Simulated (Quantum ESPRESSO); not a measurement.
CsPbF3 has the cubic space group Pm-3m (No. 221), the cubic perovskite structure, Pearson symbol cP5. Conventional cell: a = b = c = 4.8314 Å, α = β = γ = 90.00°. F on 3d has 2 Pb at 2.416 Å and 4 Cs at 3.416 Å (octahedral). Cs on 1b is surrounded by 12 F at 3.416 Å (cuboctahedral). Pb on 1a sees 6 F at 2.416 Å (octahedral). (Neighbours: up to the widest gap in distance over summed covalent radii, below 1.35, at either atom; cation-cation contacts left out.)

The geometry is that of Materials Project entry mp-5811, symmetrised and not relaxed again.

Problem. What does PBEsol (pw.x of Quantum ESPRESSO, ONCV potentials, with spin-orbit coupling) give for the electronic structure near the Fermi level?

Solution. The PBEsol gap is direct, 1.60 eV at R. The cell is held in this high symmetry; tilts and polar distortions were not searched.
